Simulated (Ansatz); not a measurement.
## Ansatz 0.2.0, relaxation: K2H4I

input.yaml:

```yaml
crystal:
  lattice:
    - [6.073631, 0.0, 0.0]
    - [0.0, 6.073631, 0.0]
    - [0.0, 0.0, 8.797081]
  atoms:
    - { symbol: I, position: [0.0, 0.0, 0.0] }
    - { symbol: I, position: [0.5, 0.5, 0.5] }
    - { symbol: H, position: [0.201, 0.201, 0.0] }
    - { symbol: H, position: [0.299, 0.701, 0.5] }
    - { symbol: H, position: [0.799, 0.799, 0.0] }
    - { symbol: H, position: [0.701, 0.299, 0.5] }
    - { symbol: H, position: [0.0, 0.0, 0.195] }
    - { symbol: H, position: [0.5, 0.5, 0.695] }
    - { symbol: H, position: [0.5, 0.5, 0.305] }
    - { symbol: H, position: [0.0, 0.0, 0.805] }
    - { symbol: K, position: [0.0, 0.5, 0.25] }
    - { symbol: K, position: [0.0, 0.5, 0.75] }
    - { symbol: K, position: [0.5, 0.0, 0.25] }
    - { symbol: K, position: [0.5, 0.0, 0.75] }
  symmetry: { tolerance: 0.0003 }
kpoints:
  mp_grid: { grid: [4, 4, 4], shift: [0, 0, 0] }
magnetization:
  spin_polarized: false
scf:
  occupations: { method: cold, width: 0.1749 }
  lower_state_search: "off"
hamiltonian:
  pseudopotentials: { kind: paw }
  xc: r2scan
basis:
  ecutwfc: 500
  fft_grid_basis: typed
relax:
  max_steps: 60
  f_tol: 0.03
output:
  forces: true
  stress: true
  eigenvalues: true
  bader: true
  populations: true
  elf: true
  write_potential: true
  volumetric_format: npy
  dos:
    e_range: [-12, 8]
    de: 0.05
    projected: { site_lists: { H: [H], I: [I], K: [K] } }
checkpoint:
  read: saved_state
```

The command:

```bash
ansatz run input.yaml --threads 2 --pin off --max-ram 3584MiB --backend cpu --events-out ev --progress --plain --runs-dir out
```

Origin of the cell: a known structure type with other elements, at an estimated volume, so it need not be a known compound.

The saved state is a converged single point of the same cell.

Excerpt of the output:

```
Warning: output.stress: scf.convergence.dr2_threshold = 1e-7 eV (the SCF's general default) is looser than the 1.4e-9 eV advised for a printed stress (1e-10 eV for each atom of the cell: 14). […]
Pseudopotentials: kind: paw
Pseudopotential: I, paw, valence charge 17, recommended cutoff 500 eV (meta_gga), I.paw.azcp
Pseudopotential: H, paw, valence charge 1, recommended cutoff 500 eV (meta_gga), H.paw.azcp
Pseudopotential: K, paw, valence charge 9, recommended cutoff 500 eV (meta_gga), K.paw.azcp
Functional definition: r2SCAN
  exchange = r2scan_x(k0 = k0, k1 = k1, a1 = a1)
  correlation = r2scan_c
Crystal: 14 atoms, lattice volume = 324.515 Å³
Basis set: ecut = 500 eV, 8233 PW (Γ), exchange–correlation on 180×180×288 points (64 copies of the dense FFT grid, shifted against one another)
Bands: 53, of which v1, the nominal top of the filled ones, is band 39 counted from 1 (38 counted from 0)
[… 12 lines left out …]
Initial density: read from a saved state, or passed on in memory by an earlier SCF of this step, an earlier step, the calling program or the single point that the run made first
Functional: x = r2scan, c = r2scan; τ floored in thin density (d = 2e-4 eV/Å³)
SCF iter   1: F=—  HF=-21345.133060 eV  Δρ=7.93e-4  dr2=2.46e-3  dr2_τ=2.06e-4
SCF iter   2: F=—  HF=-21345.135252 eV  S|Δr|=    0.00e0  Δρ=5.26e-4  dr2=1.75e-3  dr2_τ=6.64e-5
SCF iter   3: F=—  HF=-21345.136757 eV  S|Δr|=    0.00e0  Δρ=2.09e-4  dr2=4.93e-4  dr2_τ=9.38e-6
SCF iter   4: F=—  HF=-21345.136981 eV  S|Δr|=    0.00e0  Δρ=8.72e-5  dr2=2.22e-5  dr2_τ=2.37e-6
SCF iter   5: F=—  HF=-21345.137073 eV  S|Δr|=    0.00e0  Δρ=2.35e-5  dr2=3.74e-6  dr2_τ=1.03e-7
SCF iter   6: F=—  HF=-21345.137079 eV  S|Δr|=    0.00e0  Δρ=8.68e-6  dr2=6.15e-7  dr2_τ=5.79e-9
SCF iter   7: F=—  HF=-21345.137080 eV  S|Δr|=    0.00e0  Δρ=3.84e-6  dr2=1.58e-7  dr2_τ=2.17e-9
SCF iter   8: F=-21345.137080 eV  HF=-21345.137080 eV  S|Δr|=    0.00e0  Δρ=2.08e-6  dr2=5.50e-8  dr2_τ=8.58e-10
relax step   1: F+E_penalty+E_count = -21345.137080 eV  Δ(F+E_penalty+E_count) = +0.000e0 eV  max|allowed force component| = 2.841e0 eV/Å  Δτ_max = 0.0000 Å  (8 SCF iters, accepted)
relax step   2: F+E_penalty+E_count = -21347.890479 eV  Δ(F+E_penalty+E_count) = -2.753e0 eV  max|allowed force component| = 1.166e0 eV/Å  Δτ_max = 0.1911 Å  (7 SCF iters, dr2 threshold 1.00e-4 eV, accepted)
relax step   3: F+E_penalty+E_count = -21348.943017 eV  Δ(F+E_penalty+E_count) = -1.053e0 eV  max|allowed force component| = 2.974e-1 eV/Å  Δτ_max = 0.1955 Å  (5 SCF iters, dr2 threshold 8.50e-5 eV, accepted)
relax step   4: F+E_penalty+E_count = -21349.043139 eV  Δ(F+E_penalty+E_count) = -1.001e-1 eV  max|allowed force component| = 1.014e-1 eV/Å  Δτ_max = 0.0762 Å  (5 SCF iters, dr2 threshold 5.76e-6 eV, accepted)
relax step   5: F+E_penalty+E_count = -21349.070473 eV  Δ(F+E_penalty+E_count) = -2.733e-2 eV  max|allowed force component| = 1.385e-1 eV/Å  Δτ_max = 0.0559 Å  (7 SCF iters, accepted)
relax step   6: F+E_penalty+E_count = -21349.129349 eV  Δ(F+E_penalty+E_count) = -5.888e-2 eV  max|allowed force component| = 2.316e-1 eV/Å  Δτ_max = 0.0447 Å  (6 SCF iters, dr2 threshold 2.23e-6 eV, accepted)
relax step   7: F+E_penalty+E_count = -21349.346641 eV  Δ(F+E_penalty+E_count) = -2.173e-1 eV  max|allowed force component| = 3.308e-1 eV/Å  Δτ_max = 0.0926 Å  (6 SCF iters, dr2 threshold 5.36e-5 eV, accepted)
relax step   8: F+E_penalty+E_count = -21349.448329 eV  Δ(F+E_penalty+E_count) = -1.017e-1 eV  max|allowed force component| = 5.652e-1 eV/Å  Δτ_max = 0.1954 Å  (6 SCF iters, dr2 threshold 1.00e-4 eV, accepted)
relax step   9: F+E_penalty+E_count = -21349.623634 eV  Δ(F+E_penalty+E_count) = -1.753e-1 eV  max|allowed force component| = 6.456e-2 eV/Å  Δτ_max = 0.0964 Å  (5 SCF iters, dr2 threshold 1.00e-4 eV, accepted)
relax step  10: F+E_penalty+E_count = -21349.632070 eV  Δ(F+E_penalty+E_count) = -8.436e-3 eV  max|allowed force component| = 2.434e-2 eV/Å  Δτ_max = 0.1093 Å  (8 SCF iters, accepted)
SCF 11 converged in 2 iterations: F = -21349.632070 eV  dr2 = 1.84e-9
SCF converged after 2 iterations
Stability not checked: this state was not tested for a lower state beside it, because cold or Methfessel-Paxton smearing, or corrected tetrahedra, fill the levels in a way that the test cannot read (fill_not_monotonic; […]
Free energy (F): -21349.632070 eV
Harris-Foulkes:  -21349.632070 eV  (|F-HF|=1.13e-9)
Internal energy: -21349.607960 eV  (E = F + TS)
E sigma→0 (E₀):  -21349.624033 eV
Entropy (-TS):   -0.024109 eV (-1.722 meV/atom)
Fermi energy:    2.740515 eV
--- Per-component energies (eV) ---
  E_band       = -1473.007888
  E_kinetic    = 1489.644918
  E_local      = -7683.116756  (includes V_loc(G=0)·N_el)
  E_nonlocal   = -125.167954
  E_hartree    = 3423.591562
  E_xc         = -843.889484
  E_vxc        = -1118.481528  (∫ρ·V_xc dr)
  E_paw        = -12826.435275  (= ΣΔE_a)
  E_vpaw       = -949.600459  (= ΣTr[D̂ρ^β])
  E_aug_tail   = -0.003058  (compensation charges beyond the density's cutoff)
  E_vtau       = 66.536430  (kinetic-family band-sum trace: ∫τ·v_τ [+ j·A + Jᵃ·Aᵃ] dr)
  E_ewald      = -4783.593280
  E_core_change = -0.638634  (= ΣΔE_core)
  E_smearing   = -0.024109  (= −TS)
  Σ components = -21349.632070   (vs F -21349.632070, Δ=0.00e0)
--- Forces (eV/Å), atoms counted from 1 ---
  atom   1  I      0.000000    -0.000000     0.000000
  atom   2  I      0.000000     0.000000     0.000000
  atom   3  H      0.024341     0.024341     0.000000
  atom   4  H     -0.024341     0.024341     0.000000
  atom   5  H     -0.024341    -0.024341     0.000000
  atom   6  H      0.024341    -0.024341     0.000000
  atom   7  H      0.000000     0.000000    -0.019544
  atom   8  H      0.000000     0.000000    -0.019544
  atom   9  H      0.000000     0.000000     0.019544
  atom  10  H      0.000000     0.000000     0.019544
  atom  11  K      0.000000     0.000000     0.000000
  atom  12  K      0.000000     0.000000     0.000000
  atom  13  K      0.000000     0.000000     0.000000
  atom  14  K      0.000000     0.000000    -0.000000
  max |Σ_I F_I| component: 6.94e-18 eV/Å
--- Stress (GPa, compression-positive) ---
       -1.933630       0.000000       0.000000
        0.000000      -1.933630       0.000000
        0.000000       0.000000       0.389270
  P = ⅓ Tr σ = -1.1593 GPa (-11.593 kbar)
--- Relaxed structure (10 steps of the walk, 10 accepted, 0 SCFs on fresh bases) ---
  F+E_penalty+E_count = -21349.632070 eV   max|allowed force component| = 2.434e-2 eV/Å
  atoms:
    - { symbol: I, position: [-9.716e-19, -3.697e-19, 0.0] }
    - { symbol: I, position: [0.5, 0.5, 0.5] }
    - { symbol: H, position: [0.226657, 0.226657, 0.0] }
    - { symbol: H, position: [0.273343, 0.726657, 0.5] }
    - { symbol: H, position: [0.773343, 0.773343, 0.0] }
    - { symbol: H, position: [0.726657, 0.273343, 0.5] }
    - { symbol: H, position: [-9.716e-19, -3.697e-19, 0.310663] }
    - { symbol: H, position: [0.5, 0.5, 0.810663] }
    - { symbol: H, position: [0.5, 0.5, 0.189337] }
    - { symbol: H, position: [-9.716e-19, -3.697e-19, 0.689337] }
    - { symbol: K, position: [-9.716e-19, 0.5, 0.25] }
    - { symbol: K, position: [-9.716e-19, 0.5, 0.75] }
    - { symbol: K, position: [0.5, -3.697e-19, 0.25] }
    - { symbol: K, position: [0.5, -3.697e-19, 0.75] }
--- Löwdin populations: 14 sites ---
  site symbol       q [e]
     0      I     16.8489
     1      I     16.8489
     2      H      1.3014
     3      H      1.3014
     4      H      1.3014
     5      H      1.3014
     6      H      1.4151
     7      H      1.4151
     8      H      1.4151
     9      H      1.4151
    10      K      8.2681
    11      K      8.2681
    12      K      8.2681
    13      K      8.2681
  spilling = 0.004660 (of n_electrons = 78.000000)
--- Bader charges: 14 sites ---
  site symbol  charge [e]  shift [e]
     0      I      0.0531     0.0005
     1      I      0.0531     0.0005
     2      H     -0.3812     0.0002
     3      H     -0.3812     0.0002
     4      H     -0.3812     0.0002
     5      H     -0.3812     0.0002
     6      H     -0.4896     0.0000
     7      H     -0.4896     0.0000
     8      H     -0.4896     0.0000
     9      H     -0.4896     0.0000
    10      K      0.8443     0.0000
    11      K      0.8443     0.0000
    12      K      0.8443     0.0000
    13      K      0.8443     0.0000
  estimated error of the sums over rays = 3.5e-4 e
```

The starting structure.

Space group P4_2/mnm (No. 136); the run's cell has a = 6.074 Å, b = 6.074 Å, c = 8.797 Å, α = 90.00°, β = 90.00°, γ = 90.00°. Shortest distances: H–I 1.72 Å, H–H 2.43 Å, H–K 3.08 Å.

The relaxed structure.

Space group P4_2/mnm (No. 136); the run's cell has a = 6.074 Å, b = 6.074 Å, c = 8.797 Å, α = 90.00°, β = 90.00°, γ = 90.00°. Shortest distances: H–I 1.95 Å, H–H 2.88 Å, H–K 3.08 Å.

```
Free energy lowered by  : 321.1 meV/atom
Final pressure          : -1.16 GPa
Relaxation steps listed : 10
```

Caveats: no spin-orbit coupling, though heavy elements are present; the SCF threshold is looser than advised for a stress; the relaxation held the start's symmetry, so the end may be a saddle point; wide smearing.

It ran for 9.6 min on 2 threads of Arm Neoverse N1, on a shared host, peak memory 1.6 GiB, from a saved density.
